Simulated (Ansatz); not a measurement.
**Zincblende alloy of CdTe and MgTe (12 of 64 Cd sites exchanged), 128 atoms**

Ansatz, PAW, plane waves. PBEsol relaxation of volume and atoms (shape held) at the single k point (½, ½, ½); single points on the relaxed atoms at the Γ point alone, onto which points of the small cell's zone fold. Arrangement: quasirandom. No spin–orbit coupling unless named.

Relaxed structure:

```yaml
crystal:
  lattice:
    - [0.00000, 12.95975, 12.95975]
    - [12.95975, 0.00000, 12.95975]
    - [12.95975, 12.95975, 0.00000]
  atoms:
    - { symbol: Cd, position: [0.99926, 0.00019, 0.00075] }
    - { symbol: Cd, position: [0.50014, 0.00028, 0.99999] }
    - { symbol: Cd, position: [0.00069, 0.49914, 0.00032] }
    - { symbol: Cd, position: [0.99989, 0.00001, 0.50025] }
    - { symbol: Cd, position: [0.25006, 0.25064, 0.25000] }
    - { symbol: Cd, position: [0.49949, 0.50004, 0.00053] }
    - { symbol: Cd, position: [0.50029, 0.00014, 0.50040] }
    - { symbol: Cd, position: [0.75031, 0.24908, 0.25059] }
    - { symbol: Cd, position: [0.99979, 0.50028, 0.50061] }
    - { symbol: Cd, position: [0.24987, 0.75018, 0.25049] }
    - { symbol: Cd, position: [0.49910, 0.49985, 0.50068] }
    - { symbol: Cd, position: [0.74981, 0.75040, 0.25108] }
    - { symbol: Cd, position: [0.74996, 0.25015, 0.75062] }
    - { symbol: Cd, position: [0.75038, 0.75012, 0.75012] }
    - { symbol: Cd, position: [0.99931, 0.00076, 0.24993] }
    - { symbol: Cd, position: [0.50037, 0.00009, 0.25029] }
    - { symbol: Cd, position: [0.74990, 0.24964, 0.00081] }
    - { symbol: Cd, position: [0.00026, 0.50004, 0.25031] }
    - { symbol: Cd, position: [0.24999, 0.75098, 0.99940] }
    - { symbol: Cd, position: [0.00035, 0.99989, 0.75062] }
    - { symbol: Cd, position: [0.25065, 0.25069, 0.50096] }
    - { symbol: Cd, position: [0.50018, 0.49981, 0.25037] }
    - { symbol: Cd, position: [0.75042, 0.75043, 0.00047] }
    - { symbol: Cd, position: [0.74951, 0.25020, 0.50052] }
    - { symbol: Cd, position: [0.00079, 0.49907, 0.75060] }
    - { symbol: Cd, position: [0.24978, 0.75001, 0.50110] }
    - { symbol: Cd, position: [0.49985, 0.50015, 0.75050] }
    - { symbol: Cd, position: [0.25034, 0.00020, 0.25008] }
    - { symbol: Cd, position: [0.49963, 0.24985, 0.00018] }
    - { symbol: Cd, position: [0.99964, 0.75022, 0.99984] }
    - { symbol: Cd, position: [0.00037, 0.25042, 0.50061] }
    - { symbol: Cd, position: [0.24996, 0.50025, 0.25060] }
    - { symbol: Cd, position: [0.50026, 0.75002, 0.00002] }
    - { symbol: Cd, position: [0.25003, 0.00037, 0.75094] }
    - { symbol: Cd, position: [0.74992, 0.49984, 0.25018] }
    - { symbol: Cd, position: [0.74973, 0.00027, 0.75008] }
    - { symbol: Cd, position: [0.00006, 0.74988, 0.50050] }
    - { symbol: Cd, position: [0.25026, 0.49970, 0.75026] }
    - { symbol: Cd, position: [0.49996, 0.74961, 0.50111] }
    - { symbol: Cd, position: [0.75031, 0.49970, 0.75026] }
    - { symbol: Cd, position: [0.25020, 0.00046, 0.00034] }
    - { symbol: Cd, position: [0.00063, 0.25032, 0.24919] }
    - { symbol: Cd, position: [0.25038, 0.49969, 0.00036] }
    - { symbol: Cd, position: [0.25034, 0.99977, 0.50052] }
    - { symbol: Cd, position: [0.50018, 0.25016, 0.25039] }
    - { symbol: Cd, position: [0.75013, 0.49994, 0.00046] }
    - { symbol: Cd, position: [0.74937, 0.99977, 0.50013] }
    - { symbol: Cd, position: [0.99963, 0.75072, 0.25009] }
    - { symbol: Cd, position: [0.49954, 0.75033, 0.25050] }
    - { symbol: Cd, position: [0.49934, 0.24987, 0.74988] }
    - { symbol: Cd, position: [0.75033, 0.50030, 0.49997] }
    - { symbol: Cd, position: [0.49968, 0.75063, 0.75051] }
    - { symbol: Mg, position: [0.24902, 0.25023, 0.75043] }
    - { symbol: Mg, position: [0.24899, 0.74982, 0.75082] }
    - { symbol: Mg, position: [0.24941, 0.25044, 0.99963] }
    - { symbol: Mg, position: [0.49953, 0.99952, 0.75011] }
    - { symbol: Mg, position: [0.75000, 0.74997, 0.49990] }
    - { symbol: Mg, position: [0.99934, 0.24997, 0.99972] }
    - { symbol: Mg, position: [0.74996, 0.99999, 0.24874] }
    - { symbol: Mg, position: [0.49912, 0.24989, 0.50011] }
    - { symbol: Mg, position: [0.74974, 0.99998, 0.99924] }
    - { symbol: Mg, position: [0.99993, 0.25012, 0.75034] }
    - { symbol: Mg, position: [0.24974, 0.49964, 0.49982] }
    - { symbol: Mg, position: [0.99969, 0.74986, 0.75035] }
    - { symbol: Te, position: [0.06213, 0.06339, 0.06211] }
    - { symbol: Te, position: [0.56347, 0.06195, 0.06227] }
    - { symbol: Te, position: [0.06255, 0.56219, 0.06252] }
    - { symbol: Te, position: [0.06237, 0.06249, 0.56263] }
    - { symbol: Te, position: [0.31244, 0.31239, 0.31311] }
    - { symbol: Te, position: [0.56251, 0.56219, 0.06270] }
    - { symbol: Te, position: [0.56134, 0.06354, 0.56370] }
    - { symbol: Te, position: [0.81275, 0.31206, 0.31254] }
    - { symbol: Te, position: [0.06346, 0.56200, 0.56276] }
    - { symbol: Te, position: [0.31206, 0.81257, 0.31321] }
    - { symbol: Te, position: [0.31121, 0.31164, 0.81325] }
    - { symbol: Te, position: [0.56230, 0.56195, 0.56266] }
    - { symbol: Te, position: [0.81167, 0.81368, 0.31363] }
    - { symbol: Te, position: [0.81342, 0.31208, 0.81274] }
    - { symbol: Te, position: [0.31179, 0.81242, 0.81161] }
    - { symbol: Te, position: [0.81339, 0.81219, 0.81245] }
    - { symbol: Te, position: [0.06238, 0.06241, 0.31248] }
    - { symbol: Te, position: [0.31175, 0.31183, 0.06206] }
    - { symbol: Te, position: [0.56356, 0.06221, 0.31254] }
    - { symbol: Te, position: [0.81309, 0.31196, 0.06266] }
    - { symbol: Te, position: [0.06205, 0.56288, 0.31283] }
    - { symbol: Te, position: [0.31229, 0.81275, 0.06259] }
    - { symbol: Te, position: [0.06213, 0.06354, 0.81267] }
    - { symbol: Te, position: [0.31278, 0.31329, 0.56403] }
    - { symbol: Te, position: [0.56227, 0.56252, 0.31278] }
    - { symbol: Te, position: [0.81198, 0.81358, 0.06311] }
    - { symbol: Te, position: [0.56176, 0.06175, 0.81198] }
    - { symbol: Te, position: [0.81237, 0.31253, 0.56273] }
    - { symbol: Te, position: [0.06221, 0.56331, 0.81242] }
    - { symbol: Te, position: [0.31225, 0.81191, 0.56426] }
    - { symbol: Te, position: [0.56253, 0.56262, 0.81258] }
    - { symbol: Te, position: [0.81199, 0.81197, 0.56218] }
    - { symbol: Te, position: [0.06298, 0.31115, 0.06116] }
    - { symbol: Te, position: [0.31270, 0.06258, 0.31271] }
    - { symbol: Te, position: [0.56218, 0.31219, 0.06259] }
    - { symbol: Te, position: [0.81142, 0.06132, 0.31210] }
    - { symbol: Te, position: [0.06216, 0.81249, 0.06241] }
    - { symbol: Te, position: [0.06252, 0.31242, 0.56396] }
    - { symbol: Te, position: [0.31233, 0.56235, 0.31355] }
    - { symbol: Te, position: [0.56250, 0.81247, 0.06268] }
    - { symbol: Te, position: [0.31307, 0.06365, 0.81223] }
    - { symbol: Te, position: [0.56163, 0.31185, 0.56193] }
    - { symbol: Te, position: [0.81243, 0.56258, 0.31229] }
    - { symbol: Te, position: [0.81231, 0.06224, 0.81304] }
    - { symbol: Te, position: [0.06187, 0.81219, 0.56387] }
    - { symbol: Te, position: [0.31206, 0.56332, 0.81232] }
    - { symbol: Te, position: [0.56352, 0.81231, 0.56250] }
    - { symbol: Te, position: [0.81285, 0.56221, 0.81261] }
    - { symbol: Te, position: [0.31224, 0.06383, 0.06231] }
    - { symbol: Te, position: [0.81124, 0.06157, 0.06255] }
    - { symbol: Te, position: [0.06236, 0.31238, 0.31268] }
    - { symbol: Te, position: [0.31204, 0.56280, 0.06274] }
    - { symbol: Te, position: [0.31252, 0.06280, 0.56278] }
    - { symbol: Te, position: [0.56234, 0.31200, 0.31384] }
    - { symbol: Te, position: [0.81280, 0.56247, 0.06243] }
    - { symbol: Te, position: [0.81207, 0.06234, 0.56224] }
    - { symbol: Te, position: [0.06212, 0.81285, 0.31278] }
    - { symbol: Te, position: [0.06265, 0.31098, 0.81324] }
    - { symbol: Te, position: [0.31128, 0.56193, 0.56232] }
    - { symbol: Te, position: [0.56220, 0.81226, 0.31324] }
    - { symbol: Te, position: [0.56204, 0.31222, 0.81223] }
    - { symbol: Te, position: [0.81197, 0.56365, 0.56240] }
    - { symbol: Te, position: [0.06272, 0.81173, 0.81177] }
    - { symbol: Te, position: [0.56241, 0.81339, 0.81235] }
```

Question: What are the mean bond lengths by pair (pairs within 1.2 times the sum of covalent radii, less contacts 15 % beyond the pair's median; cation–cation pairs of compounds aside; long ionic contacts are cut short by that bound)?

Answer: Cd–Te 2.810 ± 0.004 Å (standard deviation, 208 bonds); Mg–Te 2.789 ± 0.002 Å (standard deviation, 48 bonds).

Question: What gap lies between the top filled and the lowest empty level in the single points?

Answer: HSE06 1.92 eV (6.1 min on NVIDIA GB200).
